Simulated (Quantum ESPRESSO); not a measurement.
Band energies of BeZn3O4

```xyz
8
Lattice="-2.2138 2.2138 4.3960 2.2138 -2.2138 4.3960 2.2138 2.2138 -4.3960" Properties=species:S:1:pos:R:3 pbc="T T T"
Be     0.0000     0.0000     0.0000
O      1.2472     1.2472     3.4193
O      1.2472    -1.2472     5.3727
O      0.9666     0.9666    -0.9767
O     -1.2472     1.2472     5.3727
Zn     0.0000     0.0000     4.3960
Zn     2.2138     0.0000     2.1980
Zn     0.0000     2.2138     2.1980
```

norm-conserving PBEsol (Quantum ESPRESSO, 88 Ry, without SOC); path ΓXYSΓZS1NPY1Z,XP; energies in eV from the valence-band maximum.

```csv
k (1/Å),point,band 40,band 41,band 42,band 43,band 44,band 45,band 46,band 47
0.00,Γ,-1.95,-1.95,-0.15,0.00,0.00,1.49,5.45,7.70
0.20,,-1.85,-1.68,-0.44,-0.18,-0.03,2.00,5.69,7.69
0.60,,-1.14,-1.13,-0.79,-0.75,-0.23,3.93,6.60,6.79
0.80,,-1.24,-0.79,-0.69,-0.58,-0.30,4.82,6.17,6.38
1.00,X,-0.99,-0.81,-0.69,-0.47,-0.22,5.15,5.91,6.42
1.00,Y,-1.02,-0.87,-0.86,-0.51,-0.36,5.14,5.60,6.44
1.27,,-1.38,-1.13,-1.02,-0.77,-0.31,5.05,5.30,6.27
1.53,S,-1.73,-1.31,-1.23,-0.88,-0.22,4.98,5.13,6.14
1.71,,-1.74,-1.11,-1.00,-0.92,-0.23,4.36,5.70,6.91
1.89,,-1.35,-1.24,-0.99,-0.55,-0.33,3.58,6.25,7.26
2.24,,-1.83,-1.79,-0.32,-0.17,-0.07,1.91,5.64,7.66
2.42,Γ,-1.95,-1.95,-0.15,0.00,0.00,1.49,5.45,7.70
2.78,,-1.60,-1.60,-0.93,-0.32,-0.32,2.72,5.40,6.57
2.96,,-1.36,-1.35,-1.35,-0.62,-0.62,3.61,5.08,5.96
3.14,Z,-1.66,-1.24,-1.24,-0.78,-0.78,4.31,4.57,5.73
3.31,,-1.75,-1.20,-1.14,-0.83,-0.66,4.41,4.77,5.67
3.49,,-1.62,-1.36,-1.16,-0.86,-0.39,4.68,5.24,5.53
3.67,S1,-1.73,-1.31,-1.23,-0.88,-0.22,4.98,5.13,6.14
3.87,,-1.62,-1.19,-1.02,-0.98,-0.23,4.84,5.04,6.88
4.07,N,-1.59,-1.16,-1.08,-0.74,-0.34,4.86,4.89,7.52
4.42,,-1.38,-0.96,-0.82,-0.52,-0.52,4.97,5.27,7.03
4.60,,-1.22,-0.92,-0.72,-0.70,-0.29,5.11,5.73,6.49
4.78,P,-1.16,-0.81,-0.81,-0.69,-0.22,5.23,6.20,6.20
4.92,,-1.03,-0.93,-0.70,-0.65,-0.23,5.19,5.95,6.34
5.07,,-0.99,-0.91,-0.76,-0.51,-0.28,5.15,5.74,6.42
5.21,Y1,-1.02,-0.87,-0.86,-0.51,-0.36,5.14,5.60,6.44
5.34,,-1.12,-1.02,-0.89,-0.55,-0.46,5.03,5.50,6.40
5.46,,-1.37,-1.08,-0.94,-0.60,-0.56,4.85,5.43,6.30
5.71,,-1.78,-1.17,-1.05,-0.72,-0.71,4.48,4.94,5.79
5.84,,-1.72,-1.22,-1.15,-0.77,-0.76,4.36,4.67,5.74
5.96,Z,-1.66,-1.24,-1.24,-0.78,-0.78,4.31,4.57,5.73
5.96,X,-0.99,-0.81,-0.69,-0.47,-0.22,5.15,5.91,6.42
6.32,P,-1.16,-0.81,-0.81,-0.69,-0.22,5.23,6.20,6.20
```

The PBEsol gap is direct, 1.49 eV at Γ.

Geometry of the Materials Project entry, not relaxed at this level.

The structure is a Materials Project entry; no match was found in the copy of COD used, and its stability was not checked.
